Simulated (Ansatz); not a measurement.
Relaxed KI (rock salt):

```xyz
2
Lattice="0.0000 3.5906 3.5906 3.5906 0.0000 3.5906 3.5906 3.5906 0.0000" Properties=species:S:1:pos:R:3 pbc="T T T"
I      0.0000     0.0000     0.0000
K      3.5906     3.5906     3.5906
```

Computed with PBE (plane waves to 420 eV, PAW, scalar-relativistic; Ansatz, a program for electronic structure). k mesh 7×7×7 (Γ-centred), Fermi-Dirac smearing 0.05 eV. KI was relaxed with its symmetry unable to fall. Spin-orbit coupling is left out, though I is heavy. The relaxed volume of KI is well above the measured one; the method has no dispersion term.

One atom of the cell was then moved (with its periodic images), all else fixed, and the forces (eV/Å) came out as:

```json
[
 {"atom": "I1", "Fx": "0.000", "Fy": "0.000", "Fz": "0.624"},
 {"atom": "K2", "Fx": "0.000", "Fy": "0.000", "Fz": "-0.624"}
]
```

With two atoms only their relative shift counts; take I1 as fixed.

Question: Which atom was moved, and by which vector (Å)?

Answer: K2, by (0.00, 0.00, 0.45), 0.45 Å in all.

(For displaced atoms, the force is minus the slope of the energy, and its curvature is a force constant, which sets phonon frequencies.)
